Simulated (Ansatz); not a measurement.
SrO:
```yaml
crystal:
  lattice:
    - [0.00000, 2.57992, 2.57992]
    - [2.57992, 0.00000, 2.57992]
    - [2.57992, 2.57992, 0.00000]
  atoms:
    - { symbol: Sr, position: [0.00000, 0.00000, 0.00000] }
    - { symbol: O, position: [0.50000, 0.50000, 0.50000] }
```

Relaxed with r²SCAN. Special points in fractions of this cell's reciprocal vectors: Γ (0.000, 0.000, 0.000); X (0.500, 0.000, 0.500); U (0.625, 0.250, 0.625); K (0.375, 0.375, 0.750); L (0.500, 0.500, 0.500); W (0.500, 0.250, 0.750).

List the band energies nearest the valence-band maximum at these points for the program Ansatz at the r²SCAN level (PAW).

In eV from the valence-band maximum; about four levels below and three above (degenerate sets whole), none deeper than 8.9 eV; points with the same levels are listed once.

| k | below | above |
|---|---|---|
| Γ | 0.00 0.00 0.00 | 4.59 6.81 6.81 6.81 |
| X | -0.42 -0.08 -0.08 | 3.80 8.49 10.94 |
| U | -0.90 -0.55 -0.45 | 5.31 8.47 9.42 |
| L | -2.07 -1.08 -1.08 | 7.11 8.95 9.49 9.49 |
| W | -1.08 -0.41 -0.41 | 6.56 6.56 9.31 |

Space group Fm-3m (rock salt). Symmetry was held in the r²SCAN relaxation; phonons on a q-mesh show no instability. Spin–orbit coupling is left out wherever it is not named.

Potentials: the later of the program's two PAW sets.
